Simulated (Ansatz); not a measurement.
Computed with DFT PBE, scalar-relativistic, plane waves, PAW in Ansatz 0.2.0. All cells share a 420 eV cutoff and Γ-centred k meshes spaced at most about 0.3 Å⁻¹ (about 0.25 or finer for metals, 2π included). No spin polarisation in the final relaxations.

Temperature and zero-point effects are left out.

Two relaxed structures of BaTa₃O₂:

A.

```xyz
6
Lattice="2.9182 -6.5284 0.0000 2.9182 6.5284 0.0000 0.0000 0.0000 2.8868" Properties=species:S:1:pos:R:3 pbc="T T T"
Ba    2.9182    0.0000    0.0000
Ta    2.9182    4.0148    0.0000
Ta    2.9182   -4.0148    0.0000
Ta    0.0000    0.0000    1.4434
O     1.4591    3.2642    1.4434
O     1.4591   -3.2642    1.4434
```

B.

```xyz
6
Lattice="4.6012 0.0000 0.0000 0.0000 4.6012 0.0000 0.0000 0.0000 5.1708" Properties=species:S:1:pos:R:3 pbc="T T T"
Ba    0.0000    0.0000    0.0000
Ta    2.3006    2.3006    0.0000
Ta    0.0000    2.3006    2.7118
Ta    2.3006    0.0000    2.4590
O     0.0000    2.3006    4.6636
O     2.3006    0.0000    0.5072
```

**Question.** Which form is favoured at zero pressure, and by what margin per atom?

**Answer.** A is lower, by 0.35 eV/atom. A has space group Cmmm (No. 65), 18.3 Å³/atom and no gap on its mesh; B has space group P-4m2 (No. 115), 18.2 Å³/atom and no gap. Counting O atoms around Ba and Ta (those within 1.25 times the shortest such distance or 1.15 times the sum of covalent radii, 1.27 where that leaves under three; the shortest distance is added where it exceeds 1.18 times the sum of covalent radii; a slash parts the counts of unlike sites), A has Ba 8 from 3.9 Å, Ta 4/4 from 3.6 Å and B has Ba 4, Ta 1/4. In A, around Ba lie 2 Ba at 2.89 Å, 4 Ta at 3.26 Å, 6 Ta at 3.85–4.01 Å and 8 O at 3.86 Å; around Ta on a site of symmetry m2m lie 4 O at 2.19 Å, 4 Ta at 2.89–2.90 Å, 2 Ta at 3.28 Å and 3 Ba at 3.85–4.01 Å; around O lie 4 Ta at 2.19 Å, 4 O at 2.89–2.92 Å and 2 Ta at 3.58 Å; 1 more site not described. In B, Ba has 4 O at 2.36 Å, 12 Ta at 3.25–3.56 Å and 4 Ba at 4.60 Å; Ta on a site of symmetry -4m2 is surrounded by 4 O at 2.36 Å, 4 Ba at 3.25 Å and 8 Ta at 3.37–3.56 Å; around O lie 1 Ta at 1.95 Å, 2 Ba at 2.36 Å and 2 Ta at 2.36 Å; 1 more site not described. Both come from invented guesses.

These runs have no spin–orbit coupling, which can matter for Ta. In Cmmm, P-4m2 an odd number of electrons in the primitive cell allows no gap without spin; a larger cell or a magnetic state could open one. Cells relaxed within their symmetry can be saddle points.
